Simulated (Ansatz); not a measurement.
Consider the following.

ZnS:
```cif
data_SZn
_chemical_formula_sum 'S1 Zn1'
_space_group_name_H-M_alt 'P 1'
_space_group_IT_number 1
_cell_length_a 3.78765
_cell_length_b 3.78765
_cell_length_c 3.78765
_cell_angle_alpha 60.000
_cell_angle_beta 60.000
_cell_angle_gamma 60.000
loop_
_space_group_symop_operation_xyz
  'x, y, z'
loop_
_atom_site_label
_atom_site_type_symbol
_atom_site_fract_x
_atom_site_fract_y
_atom_site_fract_z
_atom_site_occupancy
S1 S 0.75000 0.75000 0.75000 1
Zn1 Zn 0.00000 0.00000 0.00000 1
```

This is the PBEsol-relaxed structure.

Question: All from DFT-PBEsol in the program Ansatz with PAW potentials, unless another level is named. Give the band gap.

Answer: 2.09 eV (direct).

Question: What about the formation energy from the elements (no fitted shifts)?

Answer: -0.82 eV/atom.

Question: What about the hole effective mass, band 1 of 3 at the edge?

Answer: 0.66 along [100], 3.4 along [110], 1.4 along [111] (mₑ).

Question: What about the weight of the valence-edge state by species (Voronoi cells)?

Answer: S 77 %, Zn 23 %.

Question: What about the valence-band maximum?

Answer: at Γ.

Question: Next, the weight of the conduction-edge state by species (Voronoi cells)?

Answer: Zn 59 %, S 41 %.

Space group F-43m (zinc blende). The PBEsol relaxation kept the symmetry of its start. The references are the lowest solids computed at this level, not always the standard phases.

Potentials: the later of the program's two PAW sets.
